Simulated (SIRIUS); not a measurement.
A self-consistent single point of Mo2N (R-3m, 3 atoms in the cell; from Materials Project mp-1221525, lattice scaled a little).

```yaml
crystal:
  lattice:
    - [1.40894, 0.81345, 4.89155]
    - [-1.40894, 0.81345, 4.89155]
    - [0.00000, -1.62690, 4.89155]
  atoms:
    - { symbol: Mo, position: [0.24289, 0.24289, 0.24289] }
    - { symbol: Mo, position: [0.75711, 0.75711, 0.75711] }
    - { symbol: N, position: [0.00000, 0.00000, 0.00000] }
```

Method: PBEsol, PseudoDojo 0.4 standard norm-conserving PBEsol (tails mended) pseudopotentials (plane waves; SIRIUS).

SIRIUS settings:

parameters.ngridk: 9 9 9
parameters.xc_functionals: [XC_GGA_X_PBE_SOL, XC_GGA_C_PBE_SOL]
parameters.gk_cutoff: 9.165 1/bohr
parameters.pw_cutoff: 18.331 1/bohr
parameters.shiftk: 1 1 1
parameters.smearing: fermi_dirac
parameters.smearing_width: 0.00183747 Ha
potentials: PseudoDojo 0.4 standard norm-conserving PBEsol (tails mended) pseudopotentials
parameters.electronic_structure_method: pseudopotential
parameters.num_bands: 21
parameters.num_mag_dims: 0
parameters.num_dft_iter: 100
parameters.energy_tol: 1e-07 Ha
parameters.density_tol: 1e-06
mixer.type: anderson
mixer.beta: 0.3
mixer.use_hartree: false

Results:

- Number of valence electrons: 33
- Number of bands: 21
- Number of k-points after the program's reduction: 85
- Number of plane waves (most at a k-point): 2984
- Number of SCF iterations: 22
- FFT grid: 60 × 60 × 60
- Free energy E − TS: -4106.9292 eV
- Fermi level (on the code's own zero): 22.53 eV
- Pressure: 17.48 GPa
- Largest force (vector length): 0.115 eV/Å

Forces (eV/Å):
```
atom     Fx     Fy      Fz
----  -----  -----  ------
Mo1   0.000  0.000  -0.115
Mo2   0.000  0.000   0.115
N3    0.000  0.000   0.000
```

Stress (GPa, positive for compression):
```
18.74   0.00   0.00
 0.00  18.74   0.00
 0.00   0.00  14.96
```

The structure comes from a collection of computed structures, made at another level of theory; the collection holds predicted forms beside known ones. Its lattice was then scaled. No clean gap shows at this smearing width and mesh (spacing up to 0.29 Å⁻¹); the mesh is coarse for partly filled bands, so the values carry mesh errors.

Cost on one core: very roughly 8 core-minutes.

“Tails mended”: in these copies of the files the far tail of each local potential was reset to the Coulomb form.
